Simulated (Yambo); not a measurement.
**CaC2 at -3 % isotropic strain: lowest vertical excitons**

```
CaC2
1.0
   -1.85267     1.85267     3.07358
    1.85267    -1.85267     3.07358
    1.85267     1.85267    -3.07358
C Ca
2 1
Direct
  0.60216   0.60216   0.00000
  0.39784   0.39784   0.00000
  0.00000   0.00000   0.00000
```

The PBEsol cell relaxed from Materials Project entry mp-2482 was given an isotropic strain of -3 % on all lattice vectors, and the atoms were relaxed again.

BSE in Yambo on PBEsol (pw.x of Quantum ESPRESSO, ONCV potentials, scalar-relativistic) bands: 10×10×10 mesh, 4 valence and 2 conduction bands, static screening with 26 bands and a 4 Ry block, scissor 1.79 eV, Tamm-Dancoff; field along x.

| state | energy (eV) | states within 2 meV | relative strength | class | main transitions |
|---|---|---|---|---|---|
| 1 | 3.36 | 2 | < 0.01 | dark | VB → CB (99 %) |
| 2 | 3.56 | 2 | < 0.01 | dark | VB → CB (100 %) |
| 3 | 3.61 | 2 | 1.00 | strong | VB → CB (100 %) |
| 4 | 3.62 | 2 | < 0.01 | dark | VB → CB (100 %) |
| 5 | 3.65 | 1 | < 0.01 | dark | VB → CB (92 %) |
| 6 | 3.66 | 1 | < 0.01 | dark | VB → CB (96 %) |
| 7 | 3.68 | 2 | < 0.01 | dark | VB → CB (100 %) |
| 8 | 3.71 | 4 | < 0.01 | dark | VB → CB (100 %) |
| 9 | 3.72 | 2 | < 0.01 | dark | VB → CB (100 %) |
| 10 | 3.72 | 4 | < 0.01 | dark | VB → CB (100 %) |

These are vertical excitations (zero momentum); the indirect quasiparticle gap, about 2.37 eV, is smaller than the direct one (3.72 eV on the GW mesh). The direct quasiparticle gap on this mesh is 3.72 eV; counted from there, state 1 is bound by 0.36 eV. Convergence with the mesh was not shown.

States at or above the direct gap are the continuum as this mesh samples it, not bound excitons.

Spin singlets only. Strengths are relative to the strongest of the lowest states of this run; strong means a line over 3 % of the spectrum's maximum, dark under 0.03 %. Absolute energies carry the error of the G0W0 scissor, whose convergence isn't established; the long-wavelength screening was taken along (1,1,1) although the crystal is anisotropic.

The structure is a Materials Project entry; no match was found in the copy of COD used, and its stability was not checked.
